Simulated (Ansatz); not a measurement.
Computed with Ansatz, DFT PBEsol, scalar-relativistic, plane waves, PAW.

Structure of In:

```
In
1.0
    -1.59744    1.59744    2.49867
     1.59744   -1.59744    2.49867
     1.59744    1.59744   -2.49867
In
1
Cartesian
  0.0000 0.0000 0.0000
```

Plane waves to 420 eV, a k mesh through Γ of 18×18×18 on the computed 1-atom cell and Gaussian smearing (0.10 eV); no spin polarisation.

Levels along Γ–X–P–N–Γ–M–S | S0–Γ | X–R | G–M, in eV from the Fermi level, sorted by energy at each point. Points in fractions of the primitive reciprocal vectors: Γ (0.000 0.000 0.000), X (0.000 0.000 0.500), P (0.250 0.250 0.250), N (0.000 0.500 0.000), M (0.500 0.500 -0.500), S (0.352 0.648 -0.352), S0 (-0.352 0.352 0.352), R (-0.204 0.204 0.500), G (0.500 0.500 -0.204).
```csv
point,"k (1/Å, with 2π)",band 6,band 7,band 8,band 9
Γ,0.000,-9.74,10.75,10.75,10.97
-,0.199,-9.58,9.76,9.99,10.16
-,0.397,-9.09,8.10,8.39,8.98
-,0.596,-8.26,6.53,6.90,7.64
-,0.795,-7.10,5.21,5.66,5.76
-,0.993,-5.61,3.25,4.21,4.74
-,1.192,-3.81,0.70,3.59,4.17
X,1.391,-1.94,-1.43,3.38,3.98
-,1.480,-1.90,-1.42,3.21,3.80
-,1.570,-1.78,-1.37,2.77,3.39
-,1.660,-1.58,-1.30,2.21,2.93
-,1.750,-1.30,-1.22,1.61,2.50
-,1.840,-1.13,-0.96,1.02,2.15
-,1.929,-1.07,-0.55,0.45,1.92
P,2.019,-1.04,-0.07,-0.07,1.84
-,2.160,-1.70,-0.54,0.77,2.42
-,2.300,-2.52,-1.32,2.13,3.54
-,2.441,-3.19,-2.05,3.68,4.82
-,2.581,-3.69,-2.66,5.36,6.08
-,2.722,-4.04,-3.12,6.99,7.11
-,2.862,-4.25,-3.40,7.26,8.76
N,3.003,-4.32,-3.49,7.29,9.63
-,3.169,-5.51,-2.08,7.41,9.65
-,3.336,-6.80,-0.11,7.76,9.72
-,3.503,-7.87,2.07,8.32,9.86
-,3.670,-8.70,4.43,9.04,10.08
-,3.836,-9.28,6.91,9.84,10.36
-,4.003,-9.63,9.37,10.57,10.63
Γ,4.170,-9.74,10.75,10.75,10.97
-,4.349,-9.61,10.04,10.04,10.43
-,4.529,-9.21,8.70,8.76,8.76
-,4.708,-8.53,6.19,7.52,7.52
-,4.888,-7.58,3.60,6.48,6.48
-,5.068,-6.34,1.17,5.70,5.70
-,5.247,-4.85,-1.07,5.22,5.22
M,5.427,-3.23,-2.93,5.05,5.05
-,5.510,-3.21,-2.90,4.66,5.09
-,5.593,-3.15,-2.79,3.80,5.19
-,5.676,-3.06,-2.62,2.79,5.36
-,5.759,-2.92,-2.38,1.77,5.59
-,5.842,-2.77,-2.08,0.80,5.89
-,5.925,-2.63,-1.71,-0.08,6.25
S,6.008,-2.63,-1.28,-0.73,6.66
S0,6.008,-2.63,-1.28,-0.73,6.66
-,6.206,-3.89,-0.60,-0.06,7.85
-,6.404,-5.61,0.65,1.46,9.26
-,6.602,-7.09,2.36,3.22,10.71
-,6.800,-8.26,4.43,5.21,11.59
-,6.998,-9.09,6.78,7.39,11.35
-,7.196,-9.58,9.22,9.65,10.92
Γ,7.394,-9.74,10.75,10.75,10.97
X,7.394,-1.94,-1.43,3.38,3.98
-,7.475,-1.91,-1.42,3.22,3.78
-,7.556,-1.80,-1.41,2.83,3.30
-,7.637,-1.63,-1.38,2.37,2.69
-,7.718,-1.40,-1.37,1.93,2.06
-,7.800,-1.39,-1.10,1.42,1.58
-,7.881,-1.47,-0.74,0.80,1.36
R,7.962,-1.62,-0.33,0.21,1.30
G,7.962,-1.62,-0.33,0.21,1.30
-,8.079,-1.93,-0.57,0.36,1.48
-,8.197,-2.28,-1.26,1.14,1.90
-,8.314,-2.61,-1.84,2.01,2.49
-,8.432,-2.88,-2.31,2.92,3.20
-,8.549,-3.07,-2.65,3.85,3.99
-,8.667,-3.19,-2.86,4.67,4.71
M,8.784,-3.23,-2.93,5.05,5.05
```